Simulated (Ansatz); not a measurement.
SnGe:
```yaml
crystal:
  lattice:
    - [4.32807, 0.00000, 0.00000]
    - [0.00000, 4.30163, 0.00000]
    - [0.00000, 0.00000, 12.31382]
  atoms:
    - { symbol: Ge, position: [0.25000, 0.00000, 0.33739] }
    - { symbol: Ge, position: [0.25000, 0.50000, 0.44614] }
    - { symbol: Ge, position: [0.75000, 0.50000, 0.55386] }
    - { symbol: Ge, position: [0.75000, 0.00000, 0.66261] }
    - { symbol: Sn, position: [0.25000, 0.00000, 0.78669] }
    - { symbol: Sn, position: [0.25000, 0.50000, 0.92985] }
    - { symbol: Sn, position: [0.75000, 0.50000, 0.07015] }
    - { symbol: Sn, position: [0.75000, 0.00000, 0.21331] }
```

Relaxed with PBEsol. Special points in fractions of this cell's reciprocal vectors: Γ (0.000, 0.000, 0.000); X (0.500, 0.000, 0.000); S (0.500, 0.500, 0.000); Y (0.000, 0.500, 0.000); Z (0.000, 0.000, 0.500); U (0.500, 0.000, 0.500); R (0.500, 0.500, 0.500); T (0.000, 0.500, 0.500).

### Question
List the band energies nearest the Fermi level at these points for PBEsol (plane waves, PAW; program Ansatz).

### Answer
In eV from the Fermi level; about four levels below and three above (degenerate sets whole), none deeper than 8.9 eV; points with the same levels are listed once.

```tsv
k	below	above
Γ	-1.51 -1.31 -0.78 -0.07	0.10 0.26 0.31
X	-0.45 -0.45 -0.28 -0.28	1.77 1.77 3.41 3.41
S	-2.64 -2.64 -2.64 -2.64	0.71 0.71 0.74 0.74
Y	-1.21 -1.21 -0.52 -0.39 -0.12	1.69 1.72 3.20
Z	-0.83 -0.76 -0.53 -0.19	0.20 0.31 1.26
U	-1.93 -1.93 -0.45 -0.45	0.46 0.46 1.58 1.58
R	-2.89 -2.89 -2.88 -2.88	1.53 1.53 1.65 1.65
T	-1.99 -1.32 -1.22 -0.52	0.41 0.97 1.18
```

Space group Pmma. The start of the workflow was typed in or built on a structure type; neither database checked (COD, Materials Project) lists it. Whether it is the stable phase at ambient conditions was not checked. Symmetry was held in the PBEsol relaxation; its stability against distortions is not shown here. Scalar-relativistic: spin–orbit coupling is off unless named, which matters more the heavier the elements.

Potentials: the later of the program's two PAW sets.
